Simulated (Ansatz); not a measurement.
ZnCdO2:
Space group P3m1 (No. 156); a = 3.370 Å, b = 3.370 Å, c = 5.614 Å, α = 90.00°, β = 90.00°, γ = 120.00°

| atom | site | symmetry | x | y | z |
|---|---|---|---|---|---|
| Zn | 1a | 3m. | 0.0000 | 0.0000 | 0.9969 |
| Cd | 1c | 3m. | 0.6667 | 0.3333 | 0.4884 |
| O | 1c | 3m. | 0.6667 | 0.3333 | 0.0986 |
| O | 1a | 3m. | 0.0000 | 0.0000 | 0.6521 |

Relaxed with PBEsol. The program Ansatz at the PBEsol level (PAW) gives no gap.

**Question.** What gap does HSE06 give on the same cell (Ansatz, PAW)?

**Answer.** 1.49 eV. The hybrid was solved on a coarser mesh and at special points; its gap is the smallest among all of these. On such a mesh it can open a false gap in a semimetal.

```json
[
 {"k": "Γ", "v1 PBEsol": "0.00", "c1 PBEsol": "0.00", "v1 HSE06": "0.00", "c1 HSE06": "1.49"},
 {"k": "A", "v1 PBEsol": "-0.26", "c1 PBEsol": "2.25", "v1 HSE06": "-0.25", "c1 HSE06": "3.77"},
 {"k": "K", "v1 PBEsol": "-1.40", "c1 PBEsol": "6.49", "v1 HSE06": "[?]", "c1 HSE06": "[?]"},
 {"k": "H", "v1 PBEsol": "-1.20", "c1 PBEsol": "6.58", "v1 HSE06": "[?]", "c1 HSE06": "[?]"},
 {"k": "M", "v1 PBEsol": "-0.62", "c1 PBEsol": "4.77", "v1 HSE06": "[?]", "c1 HSE06": "[?]"},
 {"k": "L", "v1 PBEsol": "-1.02", "c1 PBEsol": "4.74", "v1 HSE06": "[?]", "c1 HSE06": "[?]"}
]
```

**Question.** Top valence (v1) and lowest conduction level (c1) in eV from each method's valence maximum (which need not be a listed point): supply the withheld HSE06 values.

**Answer.** 
- L, v1 HSE06: -1.08
- L, c1 HSE06: 6.51
- H, v1 HSE06: -1.29
- H, c1 HSE06: 8.26
- K, v1 HSE06: -1.49
- K, c1 HSE06: 8.12
- M, v1 HSE06: -0.66
- M, c1 HSE06: 6.59

Cost on shared cores: the PBEsol run (SCF on a 14×14×7 mesh, then bands and DOS) very roughly 90 core-seconds, the HSE06 run (SCF on 7×7×4, then a few points) very roughly 2.9 core-minutes; the tasks are unlike.

The first step of the workflow began from a Materials Project structure, measured or hypothetical; the Crystallography Open Database copy checked does not list it. Whether it is the stable phase at ambient conditions was not checked. The cell was relaxed with PBEsol under the symmetry of its start; of distortions, only those at the zone centre were tested. Scalar-relativistic: spin–orbit coupling is off unless named, which matters more the heavier the elements.

Potentials: the later of the program's two PAW sets.
